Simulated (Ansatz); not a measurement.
## Is this Ga2S structure a true minimum?

It was reached by relaxing an invented guess, and it needn't be the stable form of this composition.

Theory: DFT PBE, scalar-relativistic, plane waves, PAW (Ansatz). Settings: cutoff 420 eV, Γ-centred mesh 10×10×8 on the computed 3-atom cell, Gaussian smearing of 0.10 eV; no spin polarisation.

The cell below (3 atoms, space group P-3m1 (No. 164)) is relaxed within its symmetry.

```
Ga S
1.0
     3.24509   -1.87374    0.00686
     3.24509    1.87374    0.00686
    -0.01050    0.00000    4.95510
Ga S
2 1
Direct
  0.33334 0.33334 0.68736
  0.66666 0.66666 0.31264
  0.00000 0.00000 0.00000
```

For the test a repeat of it with 6 atoms (edges 3.75, 4.96, 6.49 Å) was strained at random (σ = 1.5 % a component), the atoms were moved at random (σ = 0.15 Å), and all was relaxed again on a coarse 6×4×4 mesh (in the run’s order of axes) with 0.20 eV smearing, with no symmetry imposed.

Problem. Is the structure stable against such a distortion?

Solution. It returns, within 1 meV/atom of the unmoved cell on that mesh and with the same symmetry when read at 0.1 Å (C2/m at 0.01 Å, so small strains and shifts remain). So it is stable against the distortions that fit this cell and that this random move excites. Modes that don't fit the cell aren't tested.
